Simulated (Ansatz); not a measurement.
Ga:
Space group P6/mmm (No. 191); a = b = 4.3541 Å, c = 2.7128 Å, α = β = 90.00°, γ = 120.00°

```
atom  site  symmetry       x       y       z
----  ----  --------  ------  ------  ------
Ga      2c      -6m2  0.3333  0.6667  0.0000
```

Relaxed with PBEsol.

**Question.** Decompose the optical modes at the zone centre into irreducible representations, and say which are infrared and Raman allowed.

**Answer.** Point group 6/mmm: Γ_opt = B1g + E2g. Infrared: none. Raman: E2g.

**Question.** Assign frequencies (DFPT, the program Ansatz at the PBEsol level (PAW)).

**Answer.** B1g 50i, E2g 216 cm⁻¹.

Subscripts of B labels follow the axes of the standard setting.

A made-up cell: these elements were put on the sites of a structure type; neither database checked (COD, Materials Project) lists it. It is not the phase usual at ambient conditions (space group No. 64). The cell was relaxed with PBEsol under the symmetry of its start. At this level the phase is dynamically unstable (imaginary phonons). As this level gives no gap, phonon frequencies hold no LO–TO term and depend on the k-mesh and smearing (Fermi–Dirac, 0.1 eV here). Axis ratios of metals converge slowly with the k-mesh, so a and c are less sure than the volume.

Potentials: the earlier of the program's two PAW sets. The files were generated under PBE; for other functionals the program regenerates the frozen cores, and for LDA and PBEsol the local potential too.
